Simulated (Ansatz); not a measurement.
## Debugging a calculation of SnTe3

Someone meant to compute SnTe3 with PBE, plane waves and PAW in Ansatz and wrote this input.

```yaml
crystal:
  lattice:
    - [0.0, 3.861219, 3.861219]
    - [3.861219, 0.0, 3.861219]
    - [3.861219, 3.861219, 0.0]
  atoms:
    - { symbol: Sn, position: [0.0, 0.0, 0.0] }
    - { symbol: Te, position: [0.25, 0.25, 0.25] }
    - { symbol: Te, position: [0.75, 0.75, 0.75] }
    - { symbol: Te, position: [0.5, 0.5, 0.5] }
basis:
  ecutwfc: 420
kpoints:
  mp_grid: { grid: [10, 10, 10] }
hamiltonian:
  xc: pbe
scf:
  occupations: { method: gaussian, width: 0.1 }
  max_iter: 1
output:
  forces: true
  stress: true
  eigenvalues: true
```

Output, shortened (HF is the Harris–Foulkes energy, dr2 the density residual in eV):

```text
Pseudopotential: Sn, paw, valence charge 14, recommended cutoff 420 eV (normal)
Pseudopotential: Te, paw, valence charge 16, recommended cutoff 420 eV (normal)
Crystal: 4 atoms, lattice volume = 115.134 Å³
Basis set: ecut = 420 eV, 2229 PW (Γ), exchange–correlation on 80×80×80 points (8 copies of the dense FFT grid, shifted against one another)
Bands: 38, of which v1, the nominal top of the filled ones, is band 31 counted from 1 (30 counted from 0)
Symmetry: 48 space group operations
Space group: Fm-3m (ITA 225), of the structure as read, at distance tolerance 4.9e-5 Å
k-points: 47 of 1000
Initial density: superposition of atomic densities, corrected by the library's trained network
SCF iter   1: HF=-26963.446215 eV  Δρ=1.06e-3  dr2=2.19e-3
Error: did not converge after 1 iterations: dr2 = 2.19e-3 (threshold 1.00e-7), under the density mixer `msr1`, which `scf.mixing.algorithm: auto` chose by the deck's other keys (type `scf.mixing.algorithm: msr1` to keep it); raise `scf.max_iter`, which need not help a stalled SCF …
```

**Question.** Why did this happen?

**Answer.** The fault is too few SCF iterations allowed. The limit came before the density residual met its threshold. The cure is a higher or no limit.

Mended input, as a difference:

```diff
 scf:
-  max_iter: 1
```

The mended run converges, with no gap, a pressure of 0.00 GPa.